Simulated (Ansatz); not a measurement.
**Ba4B2N4O: ¹⁴N nuclear quadrupole resonance**

Cell: an entry of the Crystallography Open Database (COD), its atoms then relaxed with PBE in this cell.

Space group Cmce (No. 64); a = 15.7530, b = 7.2910, c = 7.3190 Å.

| site | Wyckoff | site symmetry | x | y | z |
| --- | --- | --- | --- | --- | --- |
| Ba1 | 8f | m.. | 0.5000 | 0.6933 | 0.3068 |
| Ba5 | 8d | 2.. | 0.1744 | 0.0000 | 0.0000 |
| B | 8d | 2.. | 0.6378 | 0.0000 | 0.0000 |
| N | 16g | 1 | 0.6347 | 0.8693 | 0.1298 |
| O | 4a | 2/m.. | 0.0000 | 0.0000 | 0.0000 |

One atom of each set is listed; the run and its k-mesh use a cell of 22 atoms with edges of 8.68, 8.68, 7.32 Å.

Computed with Ansatz: DFT, PBE, plane waves and PAW, scalar-relativistic, 420 eV cutoff, Γ-centred 3×3×3 k-points, Fermi–Dirac smearing 0.02 eV.

¹⁴N: I = 1, Q = 20.44 mb (year-2017 value). Static lattice, zero field.

Q: Predict the zero-field ¹⁴N lines of each site.

A: For I = 1 the lines are ν± = (3/4)|C_Q|(1 ± η/3) and ν₀ = |C_Q|η/2.

```
site  atoms  V_zz (10²¹ V/m²)  C_Q (MHz)     η  line frequencies (MHz)
   N      8             -1.71     -0.845  0.60     0.253, 0.507, 0.760
```

At N V_zz points along its bond to B (within 3°).
